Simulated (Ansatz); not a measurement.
GePd5:
```cif
data_Ge2Pd10
_chemical_formula_sum 'Ge2 Pd10'
_space_group_name_H-M_alt 'P 1'
_space_group_IT_number 1
_cell_length_a 4.75129
_cell_length_b 4.75129
_cell_length_c 8.47043
_cell_angle_alpha 85.305
_cell_angle_beta 94.695
_cell_angle_gamma 71.275
loop_
_space_group_symop_operation_xyz
  'x, y, z'
loop_
_atom_site_label
_atom_site_type_symbol
_atom_site_fract_x
_atom_site_fract_y
_atom_site_fract_z
_atom_site_occupancy
Ge1 Ge 0.22697 0.77303 0.70733 1
Ge2 Ge 0.77303 0.22697 0.29267 1
Pd1 Pd 0.18756 0.18756 0.50000 1
Pd2 Pd 0.81244 0.81244 0.50000 1
Pd3 Pd 0.72386 0.79333 0.82629 1
Pd4 Pd 0.27614 0.20667 0.17371 1
Pd5 Pd 0.79333 0.72386 0.17371 1
Pd6 Pd 0.20667 0.27614 0.82629 1
Pd7 Pd 0.65534 0.34466 0.64728 1
Pd8 Pd 0.34466 0.65534 0.35272 1
Pd9 Pd 0.74463 0.25537 0.99402 1
Pd10 Pd 0.25537 0.74463 0.00598 1
```

Relaxed with r²SCAN.

### Question
Which orbitals make up the states near the Fermi level in the program Ansatz at the r²SCAN level (PAW)?

### Answer
Within 0.5 eV of the Fermi level: Pd 4d 81 %, Ge 4p 10 %, outside the projected shells 7 %. Projections are on Löwdin-orthogonalised atomic valence shells; empty p or d shells of many metals are not among them.

### Question
Tabulate the density of states.

### Answer
States/eV per cell of 12 atoms, in 0.25 eV bins, energy from the Fermi level.

```csv
E (eV),total,Pd 4d,Ge 4p,Ge 4s
-7.85,0.00,0.00,0.00,0.00
-7.60,0.00,0.00,0.00,0.00
-7.35,0.00,0.00,0.00,0.00
-7.10,0.00,0.00,0.00,0.00
-6.85,0.00,0.00,0.00,0.00
-6.60,0.00,0.00,0.00,0.00
-6.35,0.00,0.00,0.00,0.00
-6.10,1.51,0.59,0.79,0.00
-5.85,9.98,4.05,5.06,0.01
-5.60,7.97,4.49,2.98,0.01
-5.35,8.85,5.67,2.79,0.02
-5.10,9.07,6.61,2.09,0.03
-4.85,13.81,11.53,1.73,0.06
-4.60,15.21,13.52,1.06,0.07
-4.35,16.62,15.45,0.63,0.06
-4.10,20.07,18.93,0.65,0.05
-3.85,22.27,21.17,0.60,0.05
-3.60,18.88,17.87,0.55,0.06
-3.35,20.64,19.30,0.78,0.09
-3.10,20.89,19.55,0.73,0.09
-2.85,23.83,22.40,0.69,0.10
-2.60,23.35,21.94,0.67,0.11
-2.35,20.18,18.92,0.61,0.09
-2.10,23.13,21.81,0.60,0.09
-1.85,19.97,18.88,0.49,0.09
-1.60,21.10,19.91,0.54,0.09
-1.35,19.22,18.05,0.53,0.09
-1.10,21.11,19.85,0.53,0.13
-0.85,18.54,17.30,0.53,0.13
-0.60,17.13,16.06,0.48,0.13
-0.35,16.82,15.57,0.58,0.18
-0.10,6.27,4.76,0.79,0.19
0.15,4.96,3.21,0.99,0.16
0.40,4.68,2.63,1.17,0.14
0.65,4.02,1.99,1.12,0.10
0.90,3.79,1.70,1.09,0.10
1.15,4.29,1.73,1.28,0.11
1.40,3.43,1.24,1.04,0.08
1.65,3.35,1.09,1.06,0.06
1.90,3.68,1.12,1.26,0.06
2.15,2.99,0.81,0.95,0.05
2.40,2.76,0.64,0.77,0.04
2.65,2.88,0.54,0.56,0.06
2.90,2.84,0.49,0.56,0.05
3.15,2.48,0.37,0.44,0.04
3.40,2.86,0.36,0.41,0.05
3.65,3.10,0.36,0.41,0.05
3.90,3.07,0.31,0.37,0.05
4.15,3.39,0.31,0.38,0.05
4.40,3.10,0.27,0.36,0.04
4.65,3.55,0.27,0.37,0.04
```

Space group C2/m. The first step of the workflow began from a Materials Project structure, measured or hypothetical; the Crystallography Open Database copy checked does not list it. Its standing as an ambient phase is unchecked. Symmetry was held in the r²SCAN relaxation; whether a distortion lowers the energy is not shown. No spin polarisation was allowed. Spin–orbit coupling is left out wherever it is not named.

Potentials: the later of the program's two PAW sets.
